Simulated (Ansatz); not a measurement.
# Al$_{2}$Au in Ansatz, vacancy hop by nudged elastic band

Launch command:

```bash
ansatz run input.yaml --threads 4 --pin off --max-ram 8192MiB --backend cpu --events-out ev --progress --plain --runs-dir out
```

input.yaml:

```yaml
crystal:
  lattice:
    - [0.0, 6.00886338, 6.00886338]
    - [6.00886338, 0.0, 6.00886338]
    - [6.00886338, 6.00886338, 0.0]
  atoms:
    - { symbol: Au, position: [0.00261709, -0.00343573, -0.00320294] }
    - { symbol: Al, position: [0.12679467, 0.12264288, 0.13004568] }
    - { symbol: Au, position: [-0.00169619, 0.00124134, 0.49919214] }
    - { symbol: Al, position: [0.1243717, 0.12630347, 0.62783091] }
    - { symbol: Al, position: [0.37520512, 0.37109854, 0.87300645] }
    - { symbol: Au, position: [-0.00364304, 0.50591994, -0.00212503] }
    - { symbol: Al, position: [0.12204407, 0.6276848, 0.12782612] }
    - { symbol: Al, position: [0.37219874, 0.87876347, 0.37447982] }
    - { symbol: Au, position: [0.00043962, 0.49564482, 0.50327352] }
    - { symbol: Al, position: [0.12362444, 0.62498525, 0.62668031] }
    - { symbol: Al, position: [0.37692862, 0.87810394, 0.87137954] }
    - { symbol: Au, position: [0.49958423, 0.00072986, -0.00083287] }
    - { symbol: Al, position: [0.62545989, 0.12752641, 0.12307788] }
    - { symbol: Al, position: [0.86959324, 0.37689816, 0.37973196] }
    - { symbol: Au, position: [0.50336561, 0.00077929, 0.5014548] }
    - { symbol: Al, position: [0.62372239, 0.12349645, 0.6256469] }
    - { symbol: Al, position: [0.87818626, 0.37604871, 0.87024314] }
    - { symbol: Au, position: [0.50370937, 0.49970857, -0.00046435] }
    - { symbol: Al, position: [0.62835111, 0.62974845, 0.12349276] }
    - { symbol: Al, position: [0.87220449, 0.87890254, 0.37587264] }
    - { symbol: Au, position: [0.49900971, 0.49986382, 0.50126858] }
    - { symbol: Al, position: [0.62634644, 0.62800246, 0.62288221] }
    - { symbol: Al, position: [0.87196499, 0.87320511, 0.87679541] }
kpoints:
  mp_grid: { grid: [2, 2, 2] }
magnetization:
  spin_polarized: false
scf:
  occupations: { method: fermi_dirac, width: 0.05 }
hamiltonian:
  pseudopotentials: { kind: paw }
  xc: pbe
basis:
  ecutwfc: 420
neb:
  images: 3
  relax_end_points: true
  climbing: true
  f_tol: 0.1
  max_iterations: 40
  order_check: false
  final_atoms:
    - { symbol: Au, position: [0.00261709, -0.00343573, -0.00320294] }
    - { symbol: Al, position: [0.12679467, 0.12264288, 0.13004568] }
    - { symbol: Au, position: [-0.00169619, 0.00124134, 0.49919214] }
    - { symbol: Al, position: [0.1243717, 0.12630347, 0.62783091] }
    - { symbol: Al, position: [0.37520512, 0.37109854, 0.87300645] }
    - { symbol: Au, position: [-0.00364304, 0.50591994, -0.00212503] }
    - { symbol: Al, position: [0.12204407, 0.6276848, 0.12782612] }
    - { symbol: Al, position: [0.37219874, 0.87876347, 0.37447982] }
    - { symbol: Au, position: [0.00043962, 0.49564482, 0.50327352] }
    - { symbol: Al, position: [0.12362444, 0.62498525, 0.62668031] }
    - { symbol: Al, position: [0.37692862, 0.87810394, 0.87137954] }
    - { symbol: Au, position: [0.49958423, 0.00072986, -0.00083287] }
    - { symbol: Al, position: [0.62545989, 0.12752641, 0.12307788] }
    - { symbol: Al, position: [0.86959324, 0.37689816, 0.37973196] }
    - { symbol: Au, position: [0.50336561, 0.00077929, 0.5014548] }
    - { symbol: Al, position: [0.62372239, 0.12349645, 0.6256469] }
    - { symbol: Al, position: [0.87818626, 0.37604871, 0.87024314] }
    - { symbol: Au, position: [0.50370937, 0.49970857, -0.00046435] }
    - { symbol: Al, position: [0.3760763, 0.37299879, 0.37282854] }
    - { symbol: Al, position: [0.87220449, 0.87890254, 0.37587264] }
    - { symbol: Au, position: [0.49900971, 0.49986382, 0.50126858] }
    - { symbol: Al, position: [0.62634644, 0.62800246, 0.62288221] }
    - { symbol: Al, position: [0.87196499, 0.87320511, 0.87679541] }
```

Origin of the cell: a database entry, scaled a little.

The cell is 2×2×2 cells of Al2Au with one Al taken out; atom 19 (Al) hops into the empty site, 3.06 Å away before the end points are relaxed. All atoms were shaken by about 0.02 Å first.

Output (shortened):

```
SCF iter   1: F=—  HF=-113266.171560 eV  Δρ=2.55e-3  dr2=8.46e-2  defer=32
SCF iter   2: F=—  HF=-113266.166706 eV  Δρ=1.32e-3  dr2=2.41e-2  defer=66
SCF iter   3: F=—  HF=-113266.164831 eV  Δρ=4.62e-4  dr2=3.80e-3  defer=66
[… 3 lines left out …]
SCF iter   7: F=—  HF=-113266.164909 eV  Δρ=1.03e-5  dr2=1.20e-6  defer=71
SCF iter   8: F=—  HF=-113266.164909 eV  Δρ=3.88e-6  dr2=1.69e-7  defer=72
SCF iter   9: F=-113266.164909 eV  HF=-113266.164909 eV  Δρ=1.43e-6  dr2=2.21e-8
NEB iter   1: max|band force component| = 2.776e0 eV/Å  barrier→ = 1.7771 eV  barrier← = 1.7770 eV  Δτ_max = 0.1740 Å  (46 SCF iters)
NEB iter   2: max|band force component| = 5.169e-1 eV/Å  barrier→ = 0.9476 eV  barrier← = 0.9474 eV  Δτ_max = 0.0562 Å  (27 SCF iters)
NEB iter   3: max|band force component| = 1.592e-1 eV/Å  barrier→ = 0.8723 eV  barrier← = 0.8721 eV  CI = image 2  Δτ_max = 0.0411 Å  (24 SCF iters)
NEB iter   4: max|band force component| = 5.223e-2 eV/Å  barrier→ = 0.8616 eV  barrier← = 0.8614 eV  CI = image 2  Δτ_max = 0.0000 Å  (22 SCF iters)
--- NEB band (5 images, 4 band iterations, 119 SCF iterations, 41 more in tests of the images' electronic states and relaxations of end points) ---
  forward barrier  = 0.861576 eV
  backward barrier = 0.861435 eV
  lagrangian_above_aufbau_ev (what the smearing adds, to first order; not taken off the barriers): saddle image -0.043162 eV, end points -0.038492 and -0.038011 eV
  climbing image's point = of an order that was not read
  energies are F+E_penalty+E_count in eV, relative to image 0
  image     s (Å)  Δ vs image 0  max|band force component| (eV/Å)
      0    0.0000      0.000000                                 —
      1    0.7873      0.382033                          3.401e-2
  *   2    1.5746      0.861576                          5.223e-2
      3    2.3613      0.382866                          3.384e-2
      4    3.1481      0.000141                                 —
```

The converged band:

```tsv
image	path over all atoms (Å)	ΔF (eV)	Al x	y	z (Å)
0	0.00	0.000	4.51	4.51	7.41
1	0.79	0.382	4.51	4.51	6.79
2	1.57	0.862	4.51	4.51	6.01
3	2.36	0.383	4.51	4.51	5.23
4	3.15	0.000	4.51	4.51	4.61
```

Highest image (2), forces in eV/Å:

```xyz
23
Lattice="0.000 6.009 6.009 6.009 0.000 6.009 6.009 6.009 0.000" Properties=species:S:1:pos:R:3:forces:R:3 pbc="T T T" image=2
Au   -0.032   -0.037    0.003   -0.003   -0.003    0.000
Al    1.507    1.501    1.425    0.000    0.000   -0.052
Au    3.046    3.040    0.003    0.003    0.003    0.000
Al    4.511    4.506    1.585    0.000    0.000   -0.008
Al    7.516    7.510    4.264    0.000    0.000    0.049
Au    3.043   -0.035    2.894   -0.001    0.001    0.010
Al    4.485    1.475    4.503   -0.004    0.003    0.038
Al    7.542    4.532    7.520   -0.003    0.004   -0.038
Au    5.980    3.037    3.120    0.000    0.000   -0.010
Al    7.542    4.532    4.503   -0.003    0.004    0.038
Al   10.494    7.484    7.520   -0.004    0.003   -0.038
Au   -0.029    3.037    2.894    0.001   -0.001    0.010
Al    1.481    4.479    4.503    0.003   -0.004    0.038
Al    4.538    7.536    7.520    0.004   -0.003   -0.038
Au    3.043    5.974    3.120   -0.001    0.001   -0.010
Al    4.538    7.536    4.503    0.004   -0.003    0.038
Al    7.490   10.488    7.520    0.003   -0.004   -0.038
Au    2.810    2.805    6.011   -0.029   -0.029    0.000
Al    4.511    4.506    6.012    0.000    0.000    0.000
Al    7.516    7.510   10.598    0.000    0.000    0.052
Au    6.212    6.207    6.011    0.029    0.028    0.000
Al    7.516    7.510    7.758    0.000    0.000   -0.049
Al   10.520   10.515   10.438    0.000    0.000    0.008
```

Barrier of this path: 0.86 eV forwards, 0.86 eV backwards, after 4 band iterations.

Caveats: no moments, though an odd count or open d shells may carry them; no spin-orbit coupling, though heavy elements are present; the k mesh is coarse if the cell is a metal; a small cell with a neutral vacancy and no spin, whose shape can make like sites unlike; the cell is held at a rescaled volume, and strain moves barriers; the hop was drawn among near neighbours and need not be the easiest path; few images and a loose tolerance, and neither the top nor the ends were tested for their order.

Time: 43 s on 4 threads of AMD EPYC 9R45 96-Core Processor (Zen 5), with other jobs on the host, peak memory 2.4 GiB, from the program's own first density.
